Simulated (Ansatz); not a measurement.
Name crystals whose computed values (plane-wave PAW PBE (Ansatz code)) fall in these windows: electron conductivity mass (mₑ) 0.27 to 0.35; HSE06 gap (eV) 1.6 to 2.3; Θ_D (K) 960 to 1200.



```
crystal           electron conductivity mass (mₑ)  HSE06 gap (eV)  Θ_D (K)
----------------  -------------------------------  --------------  -------
BP, zinc blende                              0.31            1.97     1060
SiC, zinc blende                             0.29            2.24     1150
```
Others may fit too.

All cells were relaxed under the symmetry of their starts (and spin orders); stability against distortions was not tested throughout.

Potentials: the later of the program's two PAW sets.
